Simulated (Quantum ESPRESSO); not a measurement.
```cif
data_Ca2O6Ti2
_chemical_formula_sum 'O6 Ca2 Ti2'
_space_group_name_H-M_alt 'P 1'
_space_group_IT_number 1
_cell_length_a 5.44114
_cell_length_b 5.44114
_cell_length_c 5.44114
_cell_angle_alpha 120.845
_cell_angle_beta 120.845
_cell_angle_gamma 88.542
loop_
_space_group_symop_operation_xyz
  'x, y, z'
loop_
_atom_site_label
_atom_site_type_symbol
_atom_site_fract_x
_atom_site_fract_y
_atom_site_fract_z
_atom_site_occupancy
O1 O 0.80870 0.30870 0.11740 1
O2 O 0.19130 0.69130 0.88260 1
O3 O 0.30870 0.19130 0.50000 1
O4 O 0.69130 0.80870 0.50000 1
O5 O 0.75000 0.75000 0.00000 1
O6 O 0.25000 0.25000 0.00000 1
Ca1 Ca 0.25000 0.75000 0.50000 1
Ca2 Ca 0.75000 0.25000 0.50000 1
Ti1 Ti 0.50000 0.50000 0.00000 1
Ti2 Ti 0.00000 0.00000 0.00000 1
```

The geometry is that of Materials Project entry mp-3442, symmetrised and not relaxed again.

**Question.** What does LDA (Quantum ESPRESSO, PseudoDojo norm-conserving, 84 Ry, without SOC) give for the electronic structure near the Fermi level?

**Answer.** The LDA gap is direct, 2.30 eV at 50 % of the way from Γ to X. Another valence and conduction extremum on the path lies within 0.02 eV, too close to call. 

This is not the ordinary phase of the substance.
